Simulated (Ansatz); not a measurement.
Na6MgCl8:
```cif
data_Cl32Mg4Na24
_chemical_formula_sum 'Na24 Mg4 Cl32'
_space_group_name_H-M_alt 'Fm-3m'
_space_group_IT_number 225
_space_group_name_Hall '-F 4 2 3'
_cell_length_a 11.15197
_cell_length_b 11.15197
_cell_length_c 11.15197
_cell_angle_alpha 90.000
_cell_angle_beta 90.000
_cell_angle_gamma 90.000
loop_
_atom_site_label
_atom_site_type_symbol
_atom_site_symmetry_multiplicity
_atom_site_Wyckoff_symbol
_atom_site_fract_x
_atom_site_fract_y
_atom_site_fract_z
_atom_site_occupancy
Na1 Na 24 d 0.00000 0.25000 0.25000 1
Mg1 Mg 4 a 0.00000 0.00000 0.00000 1
Cl1 Cl 8 c 0.25000 0.25000 0.25000 1
Cl2 Cl 24 e 0.00000 0.00000 0.22696 1
```
(The calculation used a cell of 15 atoms; values per cell refer to that cell.)

Relaxed with r²SCAN.

**Question.** Which orbitals make up the states near the band edges in r²SCAN in the plane-wave PAW code Ansatz?

**Answer.** Top 1 eV of the valence band: Cl 3p 99 %. Bottom 1 eV of the conduction band: Na 3s 63 %, Cl 3s 19 %, Mg 3s 8 %, Cl 3p 6 %. Projections are on Löwdin-orthogonalised atomic valence shells; empty p or d shells of many metals are not among them.

**Question.** Tabulate the density of states.

**Answer.** States/eV per cell of 15 atoms, in 0.25 eV bins, energy from the valence-band maximum.

```csv
E (eV),total,Cl 3p,Na 3s,Mg 3s
-7.85,0.00,0.00,0.00,0.00
-7.60,0.00,0.00,0.00,0.00
-7.35,0.00,0.00,0.00,0.00
-7.10,0.00,0.00,0.00,0.00
-6.85,0.00,0.00,0.00,0.00
-6.60,0.00,0.00,0.00,0.00
-6.35,0.00,0.00,0.00,0.00
-6.10,0.00,0.00,0.00,0.00
-5.85,0.00,0.00,0.00,0.00
-5.60,0.00,0.00,0.00,0.00
-5.35,0.00,0.00,0.00,0.00
-5.10,0.00,0.00,0.00,0.00
-4.85,0.00,0.00,0.00,0.00
-4.60,0.00,0.00,0.00,0.00
-4.35,0.00,0.00,0.00,0.00
-4.10,0.00,0.00,0.00,0.00
-3.85,0.00,0.00,0.00,0.00
-3.60,0.00,0.00,0.00,0.00
-3.35,0.00,0.00,0.00,0.00
-3.10,0.00,0.00,0.00,0.00
-2.85,0.00,0.00,0.00,0.00
-2.60,1.10,0.89,0.01,0.17
-2.35,6.90,5.60,0.03,1.07
-2.10,1.06,0.92,0.13,0.00
-1.85,24.07,22.47,1.25,0.00
-1.60,21.44,20.03,1.05,0.00
-1.35,3.93,3.68,0.20,0.00
-1.10,16.70,15.82,0.67,0.00
-0.85,18.78,18.27,0.29,0.00
-0.60,36.48,35.97,0.19,0.00
-0.35,35.34,34.99,0.11,0.00
-0.10,26.20,26.04,0.03,0.00
0.15,0.00,0.00,0.00,0.00
0.40,0.00,0.00,0.00,0.00
0.65,0.00,0.00,0.00,0.00
0.90,0.00,0.00,0.00,0.00
1.15,0.00,0.00,0.00,0.00
1.40,0.00,0.00,0.00,0.00
1.65,0.00,0.00,0.00,0.00
1.90,0.00,0.00,0.00,0.00
2.15,0.00,0.00,0.00,0.00
2.40,0.00,0.00,0.00,0.00
2.65,0.00,0.00,0.00,0.00
2.90,0.00,0.00,0.00,0.00
3.15,0.00,0.00,0.00,0.00
3.40,0.00,0.00,0.00,0.00
3.65,0.00,0.00,0.00,0.00
3.90,0.00,0.00,0.00,0.00
4.15,0.00,0.00,0.00,0.00
4.40,0.00,0.00,0.00,0.00
4.65,0.00,0.00,0.00,0.00
4.90,0.00,0.00,0.00,0.00
5.15,0.00,0.00,0.00,0.00
5.40,0.00,0.00,0.00,0.00
5.65,0.00,0.00,0.00,0.00
5.90,0.00,0.00,0.00,0.00
6.15,0.10,0.00,0.06,0.01
6.40,0.37,0.01,0.24,0.03
6.65,0.60,0.03,0.38,0.05
6.90,0.83,0.06,0.52,0.06
7.15,1.11,0.09,0.69,0.09
7.40,1.58,0.14,0.96,0.13
7.65,1.98,0.19,1.17,0.16
7.90,3.84,0.31,1.79,0.31
8.15,6.73,0.46,2.65,0.51
8.40,8.28,0.58,2.61,0.97
8.65,9.24,0.60,3.06,1.20
8.90,8.08,0.26,2.89,0.26
9.15,12.11,0.38,4.01,0.18
9.40,10.77,0.24,2.12,0.26
9.65,10.87,0.22,1.86,0.18
9.90,10.35,0.23,2.24,0.08
10.15,9.48,0.20,1.51,0.05
10.40,10.81,0.22,1.48,0.07
10.65,12.49,0.31,1.75,0.22
10.90,15.98,0.37,1.80,0.29
```

The workflow started from a Materials Project entry (that database holds measured and hypothetical structures alike); the Crystallography Open Database copy checked does not list it. Its standing as an ambient phase is unchecked. Symmetry was held in the r²SCAN relaxation; its stability against distortions is not shown here.

Potentials: the later of the program's two PAW sets.
